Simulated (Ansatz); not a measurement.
Input:

ZnAg:
Space group P-6m2 (No. 187); a = b = 2.8521 Å, c = 4.3642 Å, α = β = 90.00°, γ = 120.00°

| atom | site | symmetry | x | y | z |
|---|---|---|---|---|---|
| Zn | 1a | -6m2 | 0.0000 | 0.0000 | 0.0000 |
| Ag | 1d | -6m2 | 0.3333 | 0.6667 | 0.5000 |

This is the PBEsol-relaxed structure.

Question: All from PBEsol in the plane-wave PAW code Ansatz, unless another level is named. Predict the formation energy from the elements (no fitted shifts).

Answer: -0.056 eV/atom.

Question: Give the density of states at the Fermi level.

Answer: 0.31 states/eV per atom (mean over ±0.08 eV).

The first step of the workflow began from a Materials Project structure, measured or hypothetical; the Crystallography Open Database copy checked does not list it. COD files the formula under space group No. 221. With Zn and Ag taken as one species the cell has the higher symmetry P6_3/mmc, so it may be an ordered model of a mixed-site phase. Its standing as an ambient phase is unchecked. The cell was relaxed with PBEsol under the symmetry of its start; its stability against distortions is not shown here. The run is not spin-polarised. Axis ratios of metals converge slowly with the k-mesh, so a and c are less sure than the volume. The references are the lowest solids computed at this level, not always the standard phases. Spin–orbit coupling is left out wherever it is not named.

Potentials: the later of the program's two PAW sets.
